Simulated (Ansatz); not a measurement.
Si:
```yaml
crystal:
  lattice:
    - [1.91544, -5.35892, 0.00000]
    - [1.91544, 5.35892, 0.00000]
    - [0.00000, 0.00000, 12.68364]
  atoms:
    - { symbol: Si, position: [0.75732, 0.24268, 0.44507] }
    - { symbol: Si, position: [0.24268, 0.75732, 0.55493] }
    - { symbol: Si, position: [0.24268, 0.75732, 0.94507] }
    - { symbol: Si, position: [0.75732, 0.24268, 0.05493] }
    - { symbol: Si, position: [0.42868, 0.57132, 0.65727] }
    - { symbol: Si, position: [0.57132, 0.42868, 0.34273] }
    - { symbol: Si, position: [0.57132, 0.42868, 0.15727] }
    - { symbol: Si, position: [0.42868, 0.57132, 0.84273] }
    - { symbol: Si, position: [0.97131, 0.02869, 0.40940] }
    - { symbol: Si, position: [0.02869, 0.97131, 0.59060] }
    - { symbol: Si, position: [0.02869, 0.97131, 0.90940] }
    - { symbol: Si, position: [0.97131, 0.02869, 0.09060] }
```

Relaxed with r²SCAN. Independent-particle spectrum: no excitons, no local fields, no scissors shift; 0.1 eV broadening; ε₁ of the summed bands alone.

Question: Tabulate the dielectric function from plane-wave PAW r²SCAN (Ansatz code).

Answer: 

```csv
E (eV),ε₁ xx,ε₂ xx,ε₁ yy,ε₂ yy,ε₁ zz,ε₂ zz
0.0,11.52,0.00,13.11,0.00,11.03,0.00
0.4,11.63,0.00,13.27,0.00,11.14,0.00
0.8,12.01,0.02,13.78,0.00,11.47,0.00
1.2,12.62,0.14,14.85,0.03,12.13,0.02
1.6,13.77,0.14,17.15,1.12,13.37,0.29
2.0,15.56,0.83,18.04,1.63,14.62,1.03
2.4,17.28,1.38,24.21,3.02,16.81,1.66
2.8,22.22,4.12,24.60,15.52,20.06,5.41
3.2,26.19,10.54,21.51,20.89,22.89,10.45
3.6,31.43,31.15,11.62,27.63,20.49,22.25
4.0,6.69,33.93,5.50,26.93,8.88,26.92
4.4,-9.46,25.42,-3.43,25.90,0.29,24.86
4.8,-8.96,16.01,-10.22,20.22,-4.55,18.80
5.2,-8.13,12.68,-11.58,12.66,-6.69,14.66
5.6,-7.70,9.48,-9.32,8.39,-7.18,11.90
6.0,-7.42,7.24,-8.38,6.14,-8.17,8.97
6.4,-6.67,5.59,-7.13,4.25,-7.12,6.01
6.8,-5.89,4.29,-5.76,3.10,-5.98,4.46
7.2,-4.99,3.12,-4.77,2.52,-5.34,3.54
7.6,-4.34,2.61,-4.12,2.18,-4.59,2.67
8.0,-3.91,2.11,-3.57,1.78,-3.98,2.13
8.4,-3.38,1.70,-3.16,1.56,-3.44,1.82
8.8,-2.89,1.31,-2.71,1.28,-2.95,1.34
9.2,-2.51,1.14,-2.39,1.14,-2.51,1.19
9.6,-2.18,1.01,-2.11,0.97,-2.14,1.05
10.0,-1.93,0.83,-1.89,0.83,-1.87,0.95
10.4,-1.65,0.71,-1.65,0.70,-1.70,0.91
10.8,-1.42,0.65,-1.44,0.63,-1.48,0.71
11.2,-1.25,0.57,-1.26,0.53,-1.28,0.66
11.6,-1.10,0.52,-1.08,0.46,-1.14,0.56
12.0,-0.94,0.46,-0.94,0.41,-0.99,0.52
```

Question: From ε at 1.3 eV (xx: 12.78 + 0.11i), find n, k, the normal reflectivity and the absorption coefficient.

Answer: n = 3.57, k = 0.015, R = 32 %, α = 2kE/ħc = 2000 cm⁻¹.

With all bands, ε∞ without local fields is 11.5 (xx), 13.1 (yy), 11.0 (zz). DFPT, with local fields, gives 11.3 (xx), 12.7 (yy), 10.0 (zz).

Space group Cmcm. The first step of the workflow began from a Materials Project structure, measured or hypothetical; the Crystallography Open Database copy checked does not list it. It is not the phase usual at ambient conditions (space group No. 227). The cell was relaxed with r²SCAN under the symmetry of its start; phonons on a q-mesh show no instability.

Potentials: the earlier of the program's two PAW sets.
